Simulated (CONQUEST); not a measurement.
Set-up for a self-consistent single point of CdS (P6_3mc, 8 atoms in the cell; from Materials Project mp-672, changed as shown).

```
CELL_PARAMETERS angstrom
      4.25222     0.00000     0.00000
      0.00000     7.36505     0.00000
      0.00000     0.00000     6.91521
ATOMIC_POSITIONS crystal
  Cd 0.50000 0.16667 0.50022
  Cd 0.00000 0.33333 0.00022
  Cd 0.00000 0.66667 0.50022
  Cd 0.50000 0.83333 0.00022
  S  0.50000 0.16667 0.87678
  S  0.00000 0.33333 0.37678
  S  0.00000 0.66667 0.87678
  S  0.50000 0.83333 0.37678
```

Level of theory: CONQUEST 1.3 with PBE, numerical atomic orbitals double-zeta with polarisation (the shipped basis), PseudoDojo norm-conserving potentials made for PBE.

CONQUEST settings:

| key | value |
|---|---|
| basis | DZP |
| Diag.MPMeshX, Y, Z | 6 4 4 |
| potentials | PseudoDojo norm-conserving PBE |
| Grid.GridCutoff | 140 Ha |
| DM.SolutionMethod | diagon |
| Diag.kT | 0.001837 Ha |
| Diag.GammaCentred | true |
| minE.SCTolerance | 1.0e-07 |
| SC.MaxIters | 100 |
| SC.LinearMixingFactor | 0.5 |
| AtomMove.TypeOfRun | static |

Results:

* **Number of valence electrons**: 104
* **Number of bands**: 128
* **Number of k-points after the program's reduction**: 74
* **Size of the basis**: 128
* **Number of SCF iterations**: 7
* **FFT grid**: 48 × 80 × 72
* **Free energy E − TS**: -20289.0015 eV
* **Top of the valence band (on the code's own zero)**: -5.37 eV
* **Gap on the k-point mesh**: 1.15 eV
* **Pressure**: -1.22 GPa

Stress (GPa, positive for compression):
```
-1.21   0.00   0.00
 0.00  -1.25   0.00
 0.00   0.00  -1.19
```

Gaps are taken between levels on the mesh.

For comparison: a first run was changed to give this one (lattice scaled by 1.02), and from it to this one the free energy goes down by 2.8 meV/atom, the pressure goes from 1.96 to -1.22 GPa and the gap on the mesh goes from 1.321 to 1.151 eV.

The program uses no crystal symmetry, so grid and mesh can part values that symmetry would make equal. The atom-centred basis is finite, which shifts total energies, pressures and gaps against plane waves. The structure comes from a collection of computed structures, made at another level of theory; the collection holds predicted forms beside known ones.

Cost on one core: around 40 core-seconds (rough).
